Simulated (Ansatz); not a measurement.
Cl:
```cif
data_Cl8
_chemical_formula_sum 'Cl8'
_space_group_name_H-M_alt 'Cmce'
_space_group_IT_number 64
_space_group_name_Hall '-C 2ac 2'
_cell_length_a 6.54178
_cell_length_b 4.12626
_cell_length_c 8.28228
_cell_angle_alpha 90.000
_cell_angle_beta 90.000
_cell_angle_gamma 90.000
loop_
_space_group_symop_operation_xyz
  'x, y, z'
  '-x, -y, -z'
  '-x+1/2, -y, z+1/2'
  'x+1/2, y, -z+1/2'
  'x, -y, -z'
  '-x, y, z'
  '-x+1/2, y, -z+1/2'
  'x+1/2, -y, z+1/2'
  'x+1/2, y+1/2, z'
  '-x+1/2, -y+1/2, -z'
  '-x, -y+1/2, z+1/2'
  'x, y+1/2, -z+1/2'
  'x+1/2, -y+1/2, -z'
  '-x+1/2, y+1/2, z'
  '-x, y+1/2, -z+1/2'
  'x, -y+1/2, z+1/2'
loop_
_atom_site_label
_atom_site_type_symbol
_atom_site_symmetry_multiplicity
_atom_site_Wyckoff_symbol
_atom_site_fract_x
_atom_site_fract_y
_atom_site_fract_z
_atom_site_occupancy
Cl1 Cl 8 f 0.00000 0.38095 0.10593 1
```
(The calculation used a cell of 4 atoms; values per cell refer to that cell.)

Relaxed with r²SCAN.

Which orbitals make up the states near the band edges in r²SCAN (plane waves, PAW; program Ansatz)?

Top 1 eV of the valence band: Cl 3p 99 %. Bottom 1 eV of the conduction band: Cl 3p 91 %, Cl 3s 5 %. Projections are on Löwdin-orthogonalised atomic valence shells; empty p or d shells of many metals are not among them.

Tabulate the density of states.

States/eV per cell of 4 atoms, in 0.25 eV bins, energy from the valence-band maximum.

| E (eV) | total | Cl 3p | Cl 3s |
|---|---|---|---|
| -7.85 | 0.00 | 0.00 | 0.00 |
| -7.60 | 0.00 | 0.00 | 0.00 |
| -7.35 | 0.00 | 0.00 | 0.00 |
| -7.10 | 0.00 | 0.00 | 0.00 |
| -6.85 | 0.00 | 0.00 | 0.00 |
| -6.60 | 0.00 | 0.00 | 0.00 |
| -6.35 | 0.00 | 0.00 | 0.00 |
| -6.10 | 0.00 | 0.00 | 0.00 |
| -5.85 | 0.48 | 0.43 | 0.03 |
| -5.60 | 3.95 | 3.60 | 0.30 |
| -5.35 | 5.17 | 4.64 | 0.45 |
| -5.10 | 3.53 | 3.12 | 0.35 |
| -4.85 | 2.10 | 1.83 | 0.23 |
| -4.60 | 0.77 | 0.67 | 0.09 |
| -4.35 | 0.00 | 0.00 | 0.00 |
| -4.10 | 0.29 | 0.28 | 0.00 |
| -3.85 | 1.97 | 1.95 | 0.01 |
| -3.60 | 6.83 | 6.71 | 0.07 |
| -3.35 | 4.14 | 4.07 | 0.04 |
| -3.10 | 5.35 | 5.28 | 0.03 |
| -2.85 | 8.84 | 8.73 | 0.04 |
| -2.60 | 4.41 | 4.36 | 0.01 |
| -2.35 | 0.17 | 0.17 | 0.00 |
| -2.10 | 0.00 | 0.00 | 0.00 |
| -1.85 | 0.00 | 0.00 | 0.00 |
| -1.60 | 0.00 | 0.00 | 0.00 |
| -1.35 | 0.10 | 0.10 | 0.00 |
| -1.10 | 1.09 | 1.08 | 0.00 |
| -0.85 | 5.62 | 5.56 | 0.03 |
| -0.60 | 8.27 | 8.18 | 0.04 |
| -0.35 | 9.70 | 9.63 | 0.03 |
| -0.10 | 7.22 | 7.19 | 0.01 |
| 0.15 | 0.00 | 0.00 | 0.00 |
| 0.40 | 0.00 | 0.00 | 0.00 |
| 0.65 | 0.00 | 0.00 | 0.00 |
| 0.90 | 0.00 | 0.00 | 0.00 |
| 1.15 | 0.00 | 0.00 | 0.00 |
| 1.40 | 0.00 | 0.00 | 0.00 |
| 1.65 | 0.00 | 0.00 | 0.00 |
| 1.90 | 0.00 | 0.00 | 0.00 |
| 2.15 | 0.00 | 0.00 | 0.00 |
| 2.40 | 0.00 | 0.00 | 0.00 |
| 2.65 | 0.91 | 0.82 | 0.07 |
| 2.90 | 4.23 | 3.82 | 0.28 |
| 3.15 | 6.76 | 6.16 | 0.35 |
| 3.40 | 4.07 | 3.74 | 0.17 |
| 3.65 | 0.03 | 0.03 | 0.00 |
| 3.90 | 0.00 | 0.00 | 0.00 |
| 4.15 | 0.00 | 0.00 | 0.00 |
| 4.40 | 0.00 | 0.00 | 0.00 |
| 4.65 | 0.00 | 0.00 | 0.00 |
| 4.90 | 0.00 | 0.00 | 0.00 |
| 5.15 | 0.00 | 0.00 | 0.00 |
| 5.40 | 0.00 | 0.00 | 0.00 |
| 5.65 | 0.00 | 0.00 | 0.00 |
| 5.90 | 0.00 | 0.00 | 0.00 |
| 6.15 | 0.00 | 0.00 | 0.00 |
| 6.40 | 0.00 | 0.00 | 0.00 |
| 6.65 | 0.00 | 0.00 | 0.00 |
| 6.90 | 0.00 | 0.00 | 0.00 |
| 7.15 | 0.00 | 0.00 | 0.00 |
| 7.40 | 0.02 | 0.00 | 0.00 |

The cell was relaxed with r²SCAN under the symmetry of its start. The substance is a gas or liquid at ambient conditions; this is its low-temperature solid. A crystal of weakly bound molecules computed without a dispersion correction: the cell and the soft elastic constants depend strongly on that.

Potentials: the later of the program's two PAW sets.
